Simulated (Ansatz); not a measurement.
# Exchange couplings of RbMnSe2 (I-4m2)

The geometry is a structure from the Materials Project, held fixed and not relaxed.

Settings: LDA, 10×10×10 k mesh, Fermi–Dirac smearing of 0.05 eV. PAW means Ansatz 0.2.0 on its default frozen-core files. Site moments are integrated in spheres about the atoms.

The input and its command:

```yaml
crystal:
  lattice:
    - [-2.021789, 2.021789, 7.067076]
    - [2.021789, -2.021789, 7.067076]
    - [2.021789, 2.021789, -7.067076]
  atoms:
    - { symbol: Rb, position: [0.0, 0.0, 0.0] }
    - { symbol: Mn, position: [0.25, 0.75, 0.5], spin: 3.6 }
    - { symbol: Se, position: [0.652579, 0.652579, 0.0] }
    - { symbol: Se, position: [0.347421, 0.347421, 0.0] }
magnetization:
  spin_polarized: true
kpoints:
  mp_grid: { grid: [10, 10, 10] }
  band_path:
    path:
      - [0.0, 0.0, 0.0]
      - [0.0, 0.0, 0.5]
      - [0.25, 0.25, 0.25]
      - [0.0, 0.5, 0.0]
      - [0.0, 0.0, 0.0]
      - [0.5, 0.5, -0.5]
      - [0.2704612492, 0.7295387508, -0.2704612492]
      - [-0.2704612492, 0.2704612492, 0.2704612492]
      - [0.0, 0.0, 0.0]
    npoints: 8
scf:
  occupations: { method: fermi_dirac, width: 0.05 }
  lower_state_search: "off"
hamiltonian:
  xc: lda
  pseudopotentials: { kind: paw }
output:
  eigenvalues: false
  eigenstates:
    nscf_kmesh: { grid: [10, 10, 10] }
    top_band: c62
    exchange_couplings: { magnetic: [{ species: Mn }] }
  write_density: true
  write_potential: true
  elf: true
  volumetric_format: npy
```

Command: `ansatz run input.yaml --threads 2 --pin off --max-ram 6144MiB --backend cpu --events-out ev --progress --plain --runs-dir out`

Site moments (μB): Rb1 0.02, Mn2 3.56, Se3 -0.03, Se4 -0.03. Cell moment 4.00 μB.

Couplings come from the force theorem (directions of the magnetic atoms constrained, all else relaxed) on a 10×10×10 mesh, with E = −Σ J e_i·e_j over ordered pairs of unit vectors, so positive J favours parallel moments.

```csv
pair,count,J PAW (meV)
Mn2–Mn at 4.04 Å,4,-1.93
Mn2–Mn at 5.72 Å,4,-0.94
Mn2–Mn at 7.62 Å,8,+1.52
Mn2–Mn at 8.09 Å,4,+1.17
Mn2–Mn at 9.04 Å,8,-0.05
Mn2–Mn at 9.53 Å,16,0.00
Mn2–Mn at 11.11 Å,8,+0.09
Mn2–Mn at 11.44 Å,4,+0.05
Mn2–Mn at 12.13 Å,4,+0.04
Mn2–Mn at 12.50 Å,16,0.00
Mn2–Mn at 12.79 Å,8,-0.02
Mn2–Mn at 13.74 Å,16,-0.01
```

The program reports that this state isn't the lowest of its own couplings. The gain of the softest rotation is smaller than what its band sum leaves out of a whole turn, though, so more bands could change its sign.

The couplings come from one mesh, and their convergence in k wasn't tested.

They shouldn't be read as transferable Heisenberg parameters: they are taken about a state that they themselves reject, with itinerant moments.

The PAW files were made with PBE; the program remakes their cores once for the run's functional and then keeps them frozen. The Ansatz runs typed with the search for lower states off end where their start leads. The magnetic state is the one that this cell and start allow. It needn't be the compound's measured order, which may need a larger cell or be absent.
